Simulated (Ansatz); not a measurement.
ReW:
Space group P4/mmm (No. 123); a = b = 2.8032 Å, c = 3.8791 Å, α = β = γ = 90.00°

| atom | site | symmetry | x | y | z |
|---|---|---|---|---|---|
| W | 1d | 4/mmm | 0.5000 | 0.5000 | 0.5000 |
| Re | 1a | 4/mmm | 0.0000 | 0.0000 | 0.0000 |

Relaxed with PBEsol.

### Question
Decompose the optical modes at the zone centre into irreducible representations, and say which are infrared and Raman allowed.

### Answer
Point group 4/mmm: Γ_opt = A2u + Eu. Infrared: A2u, Eu. Raman: none.

### Question
Assign frequencies (DFPT, the program Ansatz at the PBEsol level (PAW)).

### Answer
Eu 115, A2u 227 cm⁻¹.

A made-up cell: these elements were put on the sites of a structure type; neither database checked (COD, Materials Project) lists it. Whether it is the stable phase at ambient conditions was not checked. The cell was relaxed with PBEsol under the symmetry of its start; whether a distortion lowers the energy is not shown. The run is not spin-polarised. As this level gives no gap, phonon frequencies hold no LO–TO term and depend on the k-mesh and smearing (Fermi–Dirac, 0.1 eV here). Axis ratios of metals converge slowly with the k-mesh, so a and c are less sure than the volume. Scalar-relativistic: spin–orbit coupling is off unless named, which matters more the heavier the elements.

Potentials: the earlier of the program's two PAW sets. The files were generated under PBE; for other functionals the program regenerates the frozen cores, and for LDA and PBEsol the local potential too.
